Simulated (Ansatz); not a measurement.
## Relaxing an invented Sn4Se structure

These are results of DFT PBE, scalar-relativistic, plane waves, PAW in Ansatz, not measurements. Cutoff 420 eV, Gaussian smearing, Γ-centred meshes. Cell and atoms relax first on a coarse mesh and then on a finer one. In between, the cell is made exact in the group found at 0.06 Å. In metals the finer mesh still leaves noise of several meV/atom or more. The steps can't lower the symmetry of their start. No spin polarisation.

Recipe of this trial structure of Sn4Se: random cell by space group and Wyckoff sites (Fd-3m, No. 227). Its size is a rough estimate.

```yaml
crystal:
  lattice:
    - [0.00000, 5.34552, 5.34552]
    - [5.34552, 0.00000, 5.34552]
    - [5.34552, 5.34552, 0.00000]
  atoms:
    - { symbol: Sn, position: [0.32991, 0.32991, 0.32991] }
    - { symbol: Sn, position: [0.32991, 0.32991, 0.01028] }
    - { symbol: Sn, position: [0.32991, 0.01028, 0.32991] }
    - { symbol: Sn, position: [0.01028, 0.32991, 0.32991] }
    - { symbol: Sn, position: [0.92009, 0.92009, 0.23972] }
    - { symbol: Sn, position: [0.92009, 0.92009, 0.92009] }
    - { symbol: Sn, position: [0.92009, 0.23972, 0.92009] }
    - { symbol: Sn, position: [0.23972, 0.92009, 0.92009] }
    - { symbol: Se, position: [0.75000, 0.75000, 0.75000] }
    - { symbol: Se, position: [0.50000, 0.50000, 0.50000] }
```

Formation energies are uncorrected and refer to the elements' standard structures at the same level. The references include grey tin.

**Question.** Describe the relaxed structure.

**Answer.** The symmetry stays Fd-3m (No. 227). The volume per atom grows by 4.3 %, from 30.5 to 31.9 Å³. The shortest distance goes from 2.42 Å (Sn–Sn) to 2.73 Å (Sn–Se). The energy falls by about 1.8 eV/atom (the start's value is from the coarse mesh). Conventional cell: a = 10.842 Å. Sn is surrounded by 1 Se at 2.73 Å and 3 Sn at 3.21 Å; around Se lie 4 Sn at 2.73 Å.

Space group Fd-3m:1 (No. 227). a = 10.842 Å, b = 10.842 Å, c = 10.842 Å, α = 90.00°, β = 90.00°, γ = 90.00°
```
atom  site  symmetry       x       y       z
  Sn   32e       .3m  0.3547  0.8547  0.3547
  Se    8a      -43m  0.2500  0.2500  0.2500
```

**Question.** How does it come out in energy, and is it a metal?

**Answer.**

- Energy over the elements: +0.16 eV/atom
- Gap on the 6×6×6 mesh of the 10-atom cell: 0 eV (a metal)

It can't be a ground state, since the elements alone are lower.

The last run used Gaussian smearing of 0.10 eV. The reference form of Se is held partly by dispersion forces, which this level lacks. Symmetry constrained the relaxation, so the result can be a saddle point.
